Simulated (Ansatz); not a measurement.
Start of a relaxation of HoGe₄Bi:

```cif
data_structure
_symmetry_space_group_name_H-M 'Cmmm'
_symmetry_Int_Tables_number 65
_cell_length_a 5.7624
_cell_length_b 6.8340
_cell_length_c 5.8316
_cell_angle_alpha 90.000
_cell_angle_beta 90.000
_cell_angle_gamma 90.000
_cell_volume 229.65
loop_
_atom_site_label
_atom_site_type_symbol
_atom_site_symmetry_multiplicity
_atom_site_Wyckoff_symbol
_atom_site_fract_x
_atom_site_fract_y
_atom_site_fract_z
_atom_site_occupancy
Ho1 Ho 2 a 0.00000 0.00000 0.00000 1
Ge1 Ge 4 i 0.50000 0.89897 0.00000 1
Ge2 Ge 4 j 0.50000 0.39737 0.50000 1
Bi1 Bi 2 c 0.50000 0.00000 0.50000 1
```

All numbers below come from Ansatz 0.2.0, DFT PBE, scalar-relativistic, plane waves, PAW, and for the lanthanide a 4f-in-core norm-conserving potential. Cutoff 690 eV, Gaussian smearing, Γ-centred meshes. Cell and atoms relax first on a coarse mesh and then on a finer one. In between, the cell is made exact in the group found at 0.06 Å. In metals the finer mesh still leaves noise of several meV/atom or more. The steps can't lower the symmetry of their start. No spin polarisation.

A guess keeps its type if space group and coordination stay and the shape of the cell changes little (axis ratios within about 15 %, angles within 6°); the volume may change.

Question: Does this structure survive the relaxation?

Answer: It doesn't keep its type. The symmetry stays Cmmm (No. 65). The volume per atom grows by 15.4 %, from 19.1 to 22.1 Å³. The shortest distance goes from 1.38 Å (Ge–Ge) to 2.67 Å (Ge–Ge). Counting neighbours within 15 % of an atom's shortest distance, the start has Bi 10, Ge 1, Ho 10 and the end Bi 14, Ge 4/8, Ho 10. In detail, at the end Ho is surrounded by 10 Ge at 3.08–3.25 Å and 4 Bi at 3.58 Å; Ge on its first site has 4 Ge at 2.67–2.82 Å, 3 Ho at 3.08–3.25 Å and 2 Bi at 3.32 Å; Bi has 10 Ge at 3.14–3.32 Å and 4 Ho at 3.58 Å; 1 more site not described.

```
Ho Ge Bi
1.0
     2.48409   -5.18759    0.00000
     2.48409    5.18759    0.00000
     0.00000    0.00000    5.14218
Ho Ge Bi
1 4 1
Direct
  0.00000 0.00000 0.00000
  0.70267 0.29733 0.00000
  0.18531 0.81469 0.50000
  0.81469 0.18531 0.50000
  0.29733 0.70267 0.00000
  0.50000 0.50000 0.50000
```

The zero of energy is the elements' standard structures at the same level; no fitted shifts are applied.

Question: At what energy does it end?

Answer: −0.09 eV/atom. A negative formation energy is needed for stability but isn't enough: competing phases decide.

The last run used an 8×8×8 mesh for its 6-atom cell and Gaussian smearing of 0.10 eV. These runs have no spin–orbit coupling, which can matter for Bi. A structure relaxed within its symmetry needn't be a true minimum.

The lanthanide is trivalent by construction, without f bands, f moments or other valences. The reference runs of the other elements, and any phases without the lanthanide, used 420 eV, which shifts energies against them by under 10 meV/atom. The lanthanide's reference is the lowest of its hcp, dhcp and fcc cells.

In counts of neighbours, a slash parts the counts of unlike sites.
